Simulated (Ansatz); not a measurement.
La₂O₃:
```yaml
crystal:
  lattice:
    - [3.93521, 0.00000, 0.00000]
    - [-1.96760, 3.40799, 0.00000]
    - [0.00000, 0.00000, 6.12641]
  atoms:
    - { symbol: La, position: [0.33333, 0.66667, 0.24613] }
    - { symbol: La, position: [0.66667, 0.33333, 0.75387] }
    - { symbol: O, position: [0.00000, 0.00000, 0.00000] }
    - { symbol: O, position: [0.33333, 0.66667, 0.64612] }
    - { symbol: O, position: [0.66667, 0.33333, 0.35388] }
```

Relaxed with r²SCAN.

Give the Bader charges and basin volumes of the independent atoms, r²SCAN (plane waves, PAW; program Ansatz).



| atom | Bader charge (e) | Bader volume (Å³) |
|---|---|---|
| La1 | +2.09 | 18.8 |
| O3 | -1.44 | 15.7 |
| O4 | -1.37 | 14.4 |

Space group P-3m1 (La2O3 or Ni2Al3 type). Symmetry was held in the r²SCAN relaxation. Spin–orbit coupling is left out wherever it is not named.

Potentials: the later of the program's two PAW sets.
